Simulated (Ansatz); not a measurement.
MoS: which magnetic state is lowest?

Theory: DFT r2SCAN, scalar-relativistic, plane waves, PAW (Ansatz).

```
Mo S
1.0
     3.00559    0.00000    0.00000
     0.00000    3.00559    0.00000
     0.00000    0.00000    3.00559
Mo S
1 1
Direct
  0.00000 0.00000 0.00000
  0.50000 0.50000 0.50000
```

| Quantity | Value |
| --- | --- |
| plane-wave cutoff | 500 eV |
| Γ-centred k-mesh | 14×14×14 |
| occupation rule | Gaussian smearing, 0.1 eV |
| list of starting moments (μB, in atom order) | 3.5 0 |
| check for lower electronic states after the SCF | off |

All runs keep this geometry, which isn't relaxed for the lowest state (largest force there 0.000 eV/Å, pressure -1.4 GPa) and needn't be a stable compound; relaxing each order can shift differences of a few meV. Site moments are spin moments in atom-centred spheres that scale with the neighbour distance. The states are those that the runs reached from these starts; a lower one can exist. No antiferromagnetic start is among these.

```
                          start ends energy above lowest (meV/atom) site moments (μB) gap on mesh (eV) P (GPa)
                        no spin non-magnetic                            0.00     none over 0.05             metal     -1.4
large parallel starting moments non-magnetic                            0.00     none over 0.05             metal     -1.4
```

Cost: 2 runs of about 0.23 core-minutes in all, on AMD EPYC 9R45 (Zen 5) (shared hosts).